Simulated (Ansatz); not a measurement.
## TiGe6Mo2: computed properties

These are results of DFT PBE, scalar-relativistic, plane waves, PAW in Ansatz, not measurements.

Plane waves to 420 eV, a k mesh through Γ of 12×12×12 on the computed 9-atom cell and Gaussian smearing (0.10 eV); no spin polarisation.

The structure is relaxed at this level of theory with its symmetry kept, and needn't be the ground state of this composition.

```xyz
9
Lattice="-1.6731 4.1976 5.0198 1.6731 -4.1976 5.0198 1.6731 4.1976 -5.0198" Properties=species:S:1:pos:R:3 pbc="T T T"
Ti    0.0000    0.0000    0.0000
Ge    0.0000    5.5557    0.0000
Ge    0.0000    5.5531    3.3154
Ge    1.6731    1.3555    1.7044
Ge    0.0000    2.8394    0.0000
Ge    0.0000    2.8421    3.3154
Ge    1.6731   -1.3555    1.7044
Mo    0.0000    0.0000    3.3469
Mo    0.0000    0.0000    6.6928
```

**Question.** Formation energy from the elements' standard states (uncorrected)?

**Answer.** -0.203 eV/atom.

**Question.** Kohn–Sham band gap?

**Answer.** none (metal).

**Question.** Density of states at the Fermi level?

**Answer.** 3.4 states/eV per cell.

**Question.** Orbital (Löwdin) character within 0.5 eV of the Fermi level?

**Answer.** Mo 4d 43 %, Ti 3d 30 %, Ge 4p 21 %.

**Question.** Bader charge by site (e)?

**Answer.** Ti (1 in the cell) 1.18, Ge (2 in the cell) -0.23, Ge (4 in the cell) -0.33, Mo (2 in the cell) 0.30.

The cell was found from a structure generator's guess, not taken from experiment. Löwdin shares on free-atom orbitals overweight diffuse shells.
